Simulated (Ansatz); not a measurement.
Given:

SnO₂:
```yaml
crystal:
  lattice:
    - [4.70286, 0.00000, 0.00000]
    - [0.00000, 5.69517, 0.00000]
    - [0.00000, 0.00000, 5.20466]
  atoms:
    - { symbol: Sn, position: [0.50000, 0.66729, 0.75000] }
    - { symbol: Sn, position: [0.50000, 0.33271, 0.25000] }
    - { symbol: Sn, position: [0.00000, 0.83271, 0.25000] }
    - { symbol: Sn, position: [0.00000, 0.16729, 0.75000] }
    - { symbol: O, position: [0.73101, 0.60492, 0.07765] }
    - { symbol: O, position: [0.26899, 0.39508, 0.92235] }
    - { symbol: O, position: [0.76899, 0.89508, 0.57765] }
    - { symbol: O, position: [0.23101, 0.10492, 0.42235] }
    - { symbol: O, position: [0.23101, 0.89508, 0.92235] }
    - { symbol: O, position: [0.76899, 0.10492, 0.07765] }
    - { symbol: O, position: [0.26899, 0.60492, 0.42235] }
    - { symbol: O, position: [0.73101, 0.39508, 0.57765] }
```

This is the LDA-relaxed structure. Tensor components refer to the Cartesian frame of this cell.

**Question.** All from DFT-LDA in the program Ansatz with PAW potentials, unless another level is named. Estimate the electron effective mass.

**Answer.** 0.19 mₑ (isotropic).

**Question.** What about the band gap?

**Answer.** 1.50 eV (smallest direct gap 1.50 eV).

**Question.** What about the weight of the valence-edge state by species (Voronoi cells)?

**Answer.** O 98 %, Sn 2 %.

**Question.** Give the valence-band maximum.

**Answer.** on the Γ–X line, 78 % of the way from Γ (k = 0.391, 0.000, 0.000).

Space group Pbcn. This is a known high-pressure phase of the composition, computed here at zero pressure and temperature. The cell was relaxed with LDA under the symmetry of its start; phonons on a q-mesh show no instability. Spin–orbit coupling is left out wherever it is not named.

Potentials: the later of the program's two PAW sets.
